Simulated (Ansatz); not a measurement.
The calculation used Ansatz, DFT PBE, scalar-relativistic, plane waves, PAW, and for the lanthanide a 4f-in-core norm-conserving potential. Settings: cutoff 690 eV, Γ-centred meshes spaced at most about 0.3 Å⁻¹, and about 0.25 Å⁻¹ or finer for metals (2π included), Gaussian smearing. No spin polarisation in the final relaxations.

These are static total energies at zero pressure.

Two relaxed structures of Tb3Si2F:

1.

```
CELL_PARAMETERS angstrom
4.72716 0.00000 0.00000
-2.36358 4.09384 0.00000
0.00000 0.00000 10.82612
ATOMIC_POSITIONS crystal
Tb 0.00000 0.00000 0.19880
Tb 0.00000 0.00000 0.80120
Tb 0.00000 0.00000 0.50000
Si 0.33333 0.66667 0.50000
Si 0.66667 0.33333 0.50000
F 0.00000 0.00000 0.00000
```

2.

```
CELL_PARAMETERS angstrom
5.95713 0.00000 0.00000
-2.97857 5.15903 0.00000
0.00000 0.00000 6.24054
ATOMIC_POSITIONS crystal
Tb 0.50000 0.00000 0.50000
Tb 0.00000 0.50000 0.50000
Tb 0.50000 0.50000 0.50000
Si 0.00000 0.00000 0.70082
Si 0.00000 0.00000 0.29918
F 0.00000 0.00000 0.00000
```

Task: Which form is favoured at zero pressure, and by what margin per atom?

Result: Cell 1 is lower, by 72 meV/atom. Cell 1 has space group P6/mmm (No. 191), 34.9 Å³/atom and no gap on its mesh; cell 2 has space group P6/mmm (No. 191), 32.0 Å³/atom and no gap. Cell 2 holds Si–Si pairs (shortest 2.51 Å); in cell 1 the shortest Si–Si distance is 2.73 Å, near bonding range too. The lower one is the more open, so pressure narrows the difference. In cell 1, around Tb on a site of symmetry 6mm lie 1 F at 2.15 Å and 1 Tb at 3.26 Å; Si has 3 Si at 2.73 Å and 3 Tb at 2.73 Å; around F lie 2 Tb at 2.15 Å; 1 more site not described. In cell 2, Tb is surrounded by 4 Tb at 2.98 Å and 4 Si at 3.23 Å; Si has 1 F at 1.87 Å, 1 Si at 2.51 Å and 6 Tb at 3.23 Å; F has 2 Si at 1.87 Å. Both come from invented guesses. A third cell relaxed alike, in P6/mmm, lies 0.65 eV/atom below the lower of the two.

Cells relaxed within their symmetry can be saddle points.

The lanthanide is trivalent by construction, without f bands, f moments or other valences.
